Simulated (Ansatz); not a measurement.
SnSb2Te4:
```cif
data_Sb6Sn3Te12
_chemical_formula_sum 'Sn3 Sb6 Te12'
_space_group_name_H-M_alt 'R-3m :H'
_space_group_IT_number 166
_space_group_name_Hall '-R 3 2"'
_cell_length_a 4.38498
_cell_length_b 4.38498
_cell_length_c 42.81889
_cell_angle_alpha 90.000
_cell_angle_beta 90.000
_cell_angle_gamma 120.000
loop_
_atom_site_label
_atom_site_type_symbol
_atom_site_symmetry_multiplicity
_atom_site_Wyckoff_symbol
_atom_site_fract_x
_atom_site_fract_y
_atom_site_fract_z
_atom_site_occupancy
Sn1 Sn 3 a 0.00000 0.00000 0.00000 1
Sb1 Sb 6 c 0.00000 0.00000 0.42432 1
Te1 Te 6 c 0.00000 0.00000 0.12984 1
Te2 Te 6 c 0.00000 0.00000 0.28866 1
```
(The calculation used a cell of 7 atoms; values per cell refer to that cell.)

Relaxed with PBE.

**Question.** Which orbitals make up the states near the band edges in plane-wave PAW PBE (Ansatz code)?

**Answer.** Top 1 eV of the valence band: Te 5p 76 %, Sb 5s 7 %, Sn 5s 7 %, Sb 5p 5 %. Bottom 1 eV of the conduction band: Sb 5p 42 %, Te 5p 28 %, Sn 5p 20 %, Te 5s 5 %. Projections are on Löwdin-orthogonalised atomic valence shells; empty p or d shells of many metals are not among them.

**Question.** Tabulate the density of states.

**Answer.** States/eV per cell of 7 atoms, in 0.25 eV bins, energy from the valence-band maximum.

```csv
E (eV),total,Te 5p,Sb 5p,Sn 5p
-7.86,0.81,0.11,0.01,0.01
-7.61,0.28,0.03,0.00,0.00
-7.36,0.00,0.00,0.00,0.00
-7.11,1.73,0.42,0.03,0.00
-6.86,3.23,0.75,0.06,0.00
-6.61,1.27,0.29,0.03,0.00
-6.36,0.80,0.17,0.02,0.00
-6.11,0.61,0.12,0.02,0.00
-5.86,0.37,0.06,0.01,0.00
-5.61,0.00,0.00,0.00,0.00
-5.36,0.00,0.00,0.00,0.00
-5.11,0.42,0.22,0.12,0.06
-4.86,2.02,1.09,0.61,0.28
-4.61,2.32,1.27,0.73,0.26
-4.36,4.22,2.30,1.51,0.22
-4.11,4.34,2.39,1.50,0.28
-3.86,3.74,2.09,1.27,0.23
-3.61,5.90,3.38,1.92,0.37
-3.36,6.06,3.53,1.93,0.34
-3.11,6.23,3.60,2.02,0.32
-2.86,6.34,3.81,1.69,0.48
-2.61,6.31,3.91,1.42,0.61
-2.36,5.64,3.57,1.15,0.60
-2.11,5.29,3.43,0.94,0.62
-1.86,6.39,4.43,0.83,0.74
-1.61,4.55,3.43,0.42,0.41
-1.36,6.38,5.16,0.37,0.40
-1.11,5.09,4.31,0.24,0.18
-0.86,4.47,3.55,0.24,0.11
-0.61,5.75,4.36,0.28,0.10
-0.36,4.11,3.02,0.21,0.06
-0.11,0.43,0.31,0.02,0.01
0.14,0.00,0.00,0.00,0.00
0.39,0.07,0.01,0.03,0.01
0.64,1.01,0.21,0.48,0.18
0.89,5.27,1.32,2.32,1.05
1.14,7.72,2.30,3.12,1.54
1.39,7.34,2.49,2.77,1.38
1.64,5.33,2.01,2.02,0.81
1.89,4.79,1.89,2.14,0.26
2.14,3.56,1.46,1.70,0.09
2.39,4.65,1.95,2.16,0.11
2.64,3.61,1.48,1.53,0.24
2.89,4.06,1.44,1.23,0.94
3.14,4.67,1.39,1.05,0.99
3.39,4.65,1.28,0.74,1.25
3.64,4.77,1.21,0.61,1.19
3.89,5.25,1.50,0.70,1.53
4.14,4.49,1.06,0.48,0.97
4.39,3.82,0.79,0.37,0.67
4.64,6.24,0.95,0.46,0.81
4.89,4.94,0.84,0.37,0.68
5.14,3.06,0.51,0.24,0.37
```

The workflow started from a Materials Project entry (that database holds measured and hypothetical structures alike); the Crystallography Open Database files this formula in space group No. 166, but the cells were not matched. Whether it is the stable phase at ambient conditions was not checked. The cell was relaxed with PBE under the symmetry of its start; its stability against distortions is not shown here. A crystal of weakly bound layers computed without a dispersion correction: the cell and the soft elastic constants depend strongly on that. Spin–orbit coupling is left out wherever it is not named.

Potentials: the later of the program's two PAW sets.
